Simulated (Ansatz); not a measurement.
Input, command and steps of an Ansatz relaxation.

```yaml
crystal:
  lattice:
    - [2.1378853107, 2.1170207654, 4.2999683699]
    - [-2.3561875171, -2.3635753153, 4.5323967481]
    - [6.3607743032, -4.2164753313, 2.1676418997]
  atoms:
    - { symbol: B, position: [0.6253437584, 0.0044874993, 0.7786401736] }
    - { symbol: B, position: [0.8184586111, 0.9225961242, 0.4189183493] }
    - { symbol: B, position: [0.7259963382, 0.3897200257, 0.593348203] }
    - { symbol: "N", position: [0.6069885681, 0.9339524722, 0.5953880724] }
    - { symbol: "N", position: [0.5416363021, 0.3205141522, 0.7739360066] }
    - { symbol: "N", position: [0.9342866829, 0.9092528433, 0.79964724] }
    - { symbol: "N", position: [0.4159574942, 0.8939793614, 0.9570679482] }
    - { symbol: "N", position: [0.7695268981, 0.8922625075, 0.2410417085] }
    - { symbol: "N", position: [0.6222086331, 0.4388573955, 0.4453538316] }
    - { symbol: "N", position: [0.1339007947, 0.8707039302, 0.3950495092] }
    - { symbol: "N", position: [0.0276143072, 0.3662770244, 0.5744573394] }
    - { symbol: "N", position: [0.8651905139, 0.3766200985, 0.0237662486] }
    - { symbol: "N", position: [0.2811411893, 0.3818056655, 0.1940524381] }
    - { symbol: Al, position: [0.2839129591, 0.5070263467, 0.400030581] }
    - { symbol: Ga, position: [0.2176580097, 0.9998454246, 0.5911178406] }
    - { symbol: Ga, position: [0.9958553794, 0.0142368701, 0.0085442671] }
    - { symbol: Ga, position: [0.3969164836, 0.0120614269, 0.1932388161] }
    - { symbol: Ga, position: [0.5114681934, 0.5091476028, 0.9798993407] }
    - { symbol: Ga, position: [0.8793147948, 0.5138614955, 0.2286291843] }
    - { symbol: In, position: [0.1084952325, 0.5061986487, 0.7856898199] }
  symmetry: { detect: false }
basis:
  ecutwfc: 420
kpoints:
  mp_grid: { grid: [4, 3, 3] }
hamiltonian:
  xc: pbe
scf:
  occupations: { method: gaussian, width: 0.1 }
  lower_state_search: "off"
output:
  forces: true
  stress: true
  eigenvalues: true
relax:
  adjacent_minimum: "off"
  f_tol: 0.04
  max_steps: 25
  cell: { stress_tol: 0.3 }
```

```bash
ansatz run input.yaml --threads 4 --pin off --max-ram 9216MiB --backend cpu --events-out ev --progress --plain --runs-dir out
```

Computed with DFT PBE, scalar-relativistic, plane waves, PAW in Ansatz.

Of 3 frames 2 are shown, positions in Å and forces in eV/Å; the SCF threshold varies from step to step. Steps run on the plane waves of an earlier cell, with a Pulay correction in the pressure. The basis is chosen afresh for the last frame, the zero of the energies, and at times for earlier ones too; energy and pressure can step there, also at an unchanged geometry. Where two frames share a geometry here, they differ by under 2 meV/atom and 0.3 GPa.

```xyz
20
Lattice="2.1379 2.1170 4.3000 -2.3562 -2.3636 4.5324 6.3608 -4.2165 2.1676" Properties=species:S:1:pos:R:3:forces:R:3 pbc="T T T" step=1 free_energy_over_end_meV_per_atom=0.01 pressure_GPa=0.13
B     6.2791   -1.9699    4.3971   -0.0061    0.0031   -0.0392
B     2.2406   -2.2143    8.6090    0.0201   -0.0400   -0.0266
B     4.4080   -1.8860    6.1743   -0.0352   -0.0361    0.0306
N     2.8842   -3.4329    8.1337   -0.0008    0.0092    0.0039
N     5.3256   -2.8742    5.4593    0.0066   -0.0094    0.0043
N     4.9414   -3.5429    9.8718    0.0223    0.0183   -0.0048
N     4.8706   -5.2679    7.9151    0.0232   -0.0025   -0.0131
N     1.0760   -1.4962    7.8755   -0.0154    0.0193    0.0100
N     3.1290   -1.5979    5.6299   -0.0071    0.0227    0.0014
N     0.7475   -3.4402    5.3785   -0.0207   -0.0010    0.0334
N     2.8500   -3.2294    3.0241    0.0124   -0.0225    0.0034
N     1.1135    0.8412    5.4788   -0.0209    0.0006    0.0193
N     0.9358   -1.1255    3.3600   -0.0223    0.0159    0.0110
Al    1.9568   -2.2841    4.3860    0.0091    0.0134    0.0000
Ga    1.8695   -4.3949    6.7490    0.0208    0.0134    0.0010
Ga    2.1498    2.0386    4.3652    0.0037    0.0075   -0.0064
Ga    2.0493   -0.0030    2.1803    0.0067    0.0021   -0.0121
Ga    6.1267   -4.2523    6.6310    0.0012   -0.0010   -0.0028
Ga    2.1234   -0.3170    6.6056    0.0160   -0.0067   -0.0142
In    4.0368   -4.2796    4.4639   -0.0136   -0.0061    0.0011
20
Lattice="2.1386 2.1176 4.3005 -2.3568 -2.3639 4.5327 6.3614 -4.2159 2.1678" Properties=species:S:1:pos:R:3:forces:R:3 pbc="T T T" step=3 free_energy_over_end_meV_per_atom=0.00 pressure_GPa=0.06
B     6.2802   -1.9692    4.3958   -0.0026    0.0128   -0.0200
B     2.2421   -2.2137    8.6077   -0.0050   -0.0259    0.0049
B     4.4055   -1.8907    6.1794    0.0131    0.0370   -0.0269
N     2.8848   -3.4327    8.1327    0.0016    0.0025    0.0044
N     5.3263   -2.8733    5.4598   -0.0104   -0.0289    0.0166
N     4.9421   -3.5420    9.8714    0.0095    0.0072    0.0076
N     4.8725   -5.2671    7.9144    0.0000   -0.0004   -0.0020
N     1.0764   -1.4945    7.8762   -0.0067    0.0035    0.0024
N     3.1290   -1.5974    5.6311   -0.0085    0.0061    0.0039
N     0.7469   -3.4408    5.3790   -0.0080   -0.0024    0.0188
N     2.8497   -3.2308    3.0250    0.0011   -0.0186    0.0161
N     1.1132    0.8431    5.4804   -0.0056   -0.0037    0.0055
N     0.9359   -1.1242    3.3605   -0.0076    0.0075    0.0092
Al    1.9569   -2.2834    4.3866    0.0054    0.0073    0.0014
Ga    1.8692   -4.3958    6.7492    0.0013    0.0025   -0.0101
Ga    2.1502    2.0399    4.3657    0.0074    0.0011   -0.0040
Ga    2.0505   -0.0022    2.1804    0.0054    0.0010   -0.0123
Ga    6.1282   -4.2505    6.6316    0.0024   -0.0038   -0.0057
Ga    2.1245   -0.3154    6.6061    0.0082   -0.0011   -0.0121
In    4.0363   -4.2788    4.4653   -0.0008   -0.0038    0.0022
```

It took 39 s on 4 threads of Arm Neoverse V2 (shared host), peak memory 0.91 GiB.

The k mesh is coarse.